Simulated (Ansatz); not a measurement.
# MgAu₄Se₄Cl₄O₁₂: 25Mg NMR of the central transition

Cell: a Materials Project structure (computed, not necessarily an observed phase), taken as it stands.

```
CELL_PARAMETERS angstrom
4.80783 0.00000 0.00000
-0.68589 10.03004 0.00000
-0.66211 -1.18776 11.31918
ATOMIC_POSITIONS crystal
Mg 0.16237 0.73243 0.30365
Se 0.21762 0.10498 0.27054
Se 0.75862 0.30596 0.92531
Se 0.34191 0.77435 0.03395
Se 0.70898 0.86381 0.73402
Au 0.94254 0.45017 0.20193
Au 0.97947 0.01027 0.99520
Au 0.97527 0.58577 0.81176
Au 0.00933 0.96412 0.50023
Cl 0.61105 0.51637 0.67660
Cl 0.20037 0.51717 0.37678
Cl 0.73453 0.76382 0.44179
Cl 0.29685 0.15560 0.54853
O 0.29135 0.04533 0.12475
O 0.32601 0.64253 0.92223
O 0.89521 0.14776 0.26122
O 0.98234 0.81566 0.02733
O 0.34943 0.69775 0.15937
O 0.02522 0.20728 0.97336
O 0.68637 0.39948 0.05139
O 0.00488 0.77722 0.76051
O 0.16269 0.93484 0.33712
O 0.01919 0.40009 0.85748
O 0.66483 0.96200 0.86600
O 0.87580 0.99400 0.66633
```

Atom numbers follow the list; atoms alike are taken as one site, whose name carries the number of the first.

The numbers come from a DFT calculation in Ansatz (PBE, plane waves and PAW, scalar-relativistic, 420 eV cutoff, Γ-centred 6×3×3 k-points, Fermi–Dirac smearing 0.05 eV).

25Mg has I = 5/2 and Q = 199.4 mb (Pyykkö 2018); at 11.7 T its Larmor frequency is ν₀ = 30.5 MHz. Only the quadrupole interaction is simulated: positions count from each site's isotropic chemical shift, and shift anisotropy, dipolar and J coupling are left out.

Task: Give C_Q, η, the quadrupolar product P_Q = |C_Q|(1 + η²/3)^½, the second-order isotropic shift and the breadth of the pattern (static powder) for each Mg site.

Result: 

```
site                                                   first shell  C_Q (MHz)     η  P_Q (MHz)  δ_QIS (ppm)  breadth (kHz)
  Mg  2 O at 1.93–2.03 Å, 2 Cl at 2.41–2.68 Å; also 1 Cl at 3.07 Å       17.0  0.16       17.0        -1868            335
```

δ_QIS = −(ν_Q²/30ν₀²)[I(I+1) − 3/4](1 + η²/3) × 10⁶ ppm with ν_Q = 3|C_Q|/[2I(2I−1)]; it falls as 1/B₀² in ppm, and the breadth as 1/B₀ in kHz.

The largest force is 0.4 eV/Å, so the atoms aren't at the calculated equilibrium and relaxing them would move these values.
